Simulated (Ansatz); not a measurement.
Mg3Cd2Te5 (I-4m2) at 2 levels of theory

One geometry, relaxed with PBE; plane waves with PAW potentials in Ansatz, scalar-relativistic. No spin polarisation. Gaps are the least over mesh and band path; pressure is positive in compression.

Space group I-4m2 (No. 119). a = 4.640 Å, b = 4.640 Å, c = 32.664 Å, α = 90.00°, β = 90.00°, γ = 90.00°
```json
{"atom": "Mg", "site": "4e", "symmetry": "2mm.", "x": "0.5000", "y": "0.5000", "z": "0.2007"}
{"atom": "Mg", "site": "2b", "symmetry": "-4m2", "x": "0.5000", "y": "0.5000", "z": "0.0000"}
{"atom": "Cd", "site": "4e", "symmetry": "2mm.", "x": "0.5000", "y": "0.5000", "z": "0.3996"}
{"atom": "Te", "site": "4f", "symmetry": "2mm.", "x": "0.5000", "y": "0.0000", "z": "0.3483"}
{"atom": "Te", "site": "4f", "symmetry": "2mm.", "x": "0.0000", "y": "0.5000", "z": "0.4510"}
{"atom": "Te", "site": "2c", "symmetry": "-4m2", "x": "0.0000", "y": "0.5000", "z": "0.2500"}
```

```tsv
level	cutoff (eV)	k mesh	gap (eV)	pressure (GPa)
PBE	420	8×8×8	1.53	0.0
```

Problem. What comes out on the same cell with r2SCAN?

Solution.
| level | cutoff (eV) | k mesh | gap (eV) | pressure (GPa) |
| --- | --- | --- | --- | --- |
| r2SCAN | 500 | 8×8×8 | 2.08 | -0.9 |

Spin-orbit coupling matters for the bands of heavy elements and is left out.

The structure comes from a generated guess; another structure or a mixture of phases may lie lower.
